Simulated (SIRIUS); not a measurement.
A self-consistent single point of SnSe (Pnma, 8 atoms in the cell; from Materials Project mp-691, changed as shown).

```
SnSe
1.0
   11.66446     0.00000     0.00000
    0.00000     4.04373     0.00000
    0.00000     0.00000     4.70091
Sn Se
4 4
Direct
  0.61879   0.75000   0.37655
  0.38121   0.25000   0.62345
  0.88121   0.25000   0.87655
  0.11879   0.75000   0.12345
  0.14855   0.25000   0.50918
  0.85145   0.75000   0.49082
  0.35145   0.75000   0.00918
  0.64855   0.25000   0.99082
```

Computed with PBE, GBRV PBE ultrasoft pseudopotentials (plane waves; SIRIUS).

SIRIUS settings:

```
setting                                                               value
--------------------------------------  -----------------------------------
parameters.ngridk                                                     1 3 3
parameters.xc_functionals                      [XC_GGA_X_PBE, XC_GGA_C_PBE]
parameters.gk_cutoff                                           6.325 1/bohr
parameters.pw_cutoff                                          14.143 1/bohr
parameters.smearing                                                gaussian
parameters.smearing_width                                    0.000367493 Ha
potentials                              GBRV PBE ultrasoft pseudopotentials
parameters.electronic_structure_method                      pseudopotential
parameters.num_bands                                                     48
parameters.num_mag_dims                                                   0
parameters.num_dft_iter                                                 100
parameters.energy_tol                                              1e-07 Ha
parameters.density_tol                                                1e-06
mixer.type                                                         anderson
mixer.beta                                                              0.7
mixer.use_hartree                                                     false
```

### Question
Estimate, at this level of theory: pressure and largest force (vector length).

### Answer
The run gave:

Pressure: 2.76 GPa
Largest force (vector length): 0.145 eV/Å

For comparison: a first run was changed to give this one (lattice vector b scaled by 0.98), and from it to this one the free energy rises by 12.0 meV/atom, the pressure goes from 1.56 to 2.76 GPa and the largest force moves little (0.148 to 0.145 eV/Å).

The structure comes from a collection of computed structures, made at another level of theory; the collection holds predicted forms beside known ones.

Cost on one core: around 100 core-seconds (rough).
